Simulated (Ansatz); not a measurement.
# Magnetic states of RbVF3

```yaml
crystal:
  lattice:
    - [8.36400, 0.00000, 0.00000]
    - [0.00000, 4.18200, 0.00000]
    - [0.00000, 0.00000, 4.18200]
  atoms:
    - { symbol: Rb, position: [0.00000, 0.00000, 0.00000] }
    - { symbol: V, position: [0.25000, 0.50000, 0.50000] }
    - { symbol: F, position: [0.25000, 0.50000, 0.00000] }
    - { symbol: F, position: [0.00000, 0.50000, 0.50000] }
    - { symbol: F, position: [0.25000, 0.00000, 0.50000] }
    - { symbol: Rb, position: [0.50000, 0.00000, 0.00000] }
    - { symbol: V, position: [0.75000, 0.50000, 0.50000] }
    - { symbol: F, position: [0.75000, 0.50000, 0.00000] }
    - { symbol: F, position: [0.50000, 0.50000, 0.50000] }
    - { symbol: F, position: [0.75000, 0.00000, 0.50000] }
```

Method: r2SCAN in Ansatz 0.2.0, PAW datasets, plane waves to 500 eV, 4×7×7 Γ-centred mesh, fermi-dirac occupations of width 0.050 eV. The atoms are fixed and numbered as listed; spin is collinear, without spin-orbit coupling.

Different starts of the self-consistent cycle ended in different solutions. Their moments in μB:

| state | V2 | V7 | other atoms together | size of the net moment a cell |
| --- | --- | --- | --- | --- |
| A | 0.00 | 0.00 | 0.00 | 0.00 |
| B | 2.28 | 2.28 | 0.19 | 6.00 |
| C | 2.27 | -2.27 | 0.00 | 0.00 |

Site moments are taken in small spheres that don't touch (radius about 0.4 of the atom's shortest bond), so those of the magnetic atoms read low, and they needn't add up to the net moment. State A was run without spin polarisation.

Problem. What is the order in energy at zero smearing?

Solution. State C (antiparallel, compensated) is lowest; B (parallel moments) lies 2.8 meV above it, A (without moments) lies 508 meV above it, all counted an atom of the cell.

Problem. Which states have a gap on the mesh, and what pressure does each exert on this cell?

Solution. A: no gap, -4.0 GPa; B: gap 2.09 eV, -0.1 GPa; C: gap 2.14 eV, -0.3 GPa (positive in compression). Moments take up room: without them the pressure is lower, so that state wants a smaller cell.

Problem. What do states B and C say about the exchange?

Solution. Between B and C the moments keep their size (2.28 against 2.27 μB in the mean), so the difference mostly measures the exchange between the flipped sites: the antiparallel order gains 14 meV for each V atom. The nearest flipped pair stands 4.18 Å apart. Flipped pairs are linked through F; the widest V–F–V angle among the nearer links is 180°, at 4.18 Å between the metal atoms. A nearly straight link favours antiparallel spins by superexchange as a rule of thumb, which fits.

Problem. How much does the cell gain by forming moments?

Solution. 508 meV an atom of the cell, or 2540 meV for each V atom, against state A, which has none. A run without spin would miss this and give wrong energies and forces. That state isn't the paramagnet, which keeps its moments, so this is no ordering energy.

The cell is that of a Crystallography Open Database entry, unchanged but doubled along one cell vector so that moments can oppose.

Caveats: only orders that fit this cell and collinear spins were tried, so the true order may need a larger cell or canted moments; atoms and cell are not relaxed, and each state would relax in its own way; semilocal functionals without U often misplace the states of 3d oxides, halides and chalcogenides; the k mesh is coarse, so differences of a few meV are uncertain where a state is a metal; one start a pattern, so a lower state of the same pattern may exist.
